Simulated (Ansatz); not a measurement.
**Two states of YbFeTe**

```
CELL_PARAMETERS angstrom
4.10954 0.00000 0.00000
0.00000 4.10954 0.00000
0.00000 0.00000 7.53350
ATOMIC_POSITIONS crystal
Yb 0.00000 0.50000 0.18000
Yb 0.50000 0.00000 0.82000
Fe 0.00000 0.00000 0.00000
Fe 0.50000 0.50000 0.00000
Te 0.00000 0.50000 0.63000
Te 0.50000 0.00000 0.37000
```

Level: PBE, with U = 6.88 eV and J = 0.71 eV on Yb f (all-electron-ortho-atomic projectors); 420 eV; 6×6×3 Γ-centred mesh; fermi-dirac occupations (width 0.0329 eV); Ansatz 0.2.0, fixed geometry.

State A: Fe3 up, Fe4 up (collinear spin). State B: Fe3 up, Fe4 down (collinear spin).

Q: Which state is lower, and how do they differ?

A: State A is lower by 28.2 meV an atom at zero smearing.

```tsv
state	free energy (meV/atom)	largest moment in a small sphere (μB)	net moment (μB/cell)	gap on mesh (eV)	pressure (GPa)	largest force (eV/Å)
A	0.0	2.03	4.36	metal	11.2	4.56
B	28.4	2.03	0.00	metal	11.4	4.29
```

Origin: a known structure type with other elements, at an estimated volume, so it need not be a known compound. Caveats: atoms or cell far from equilibrium.
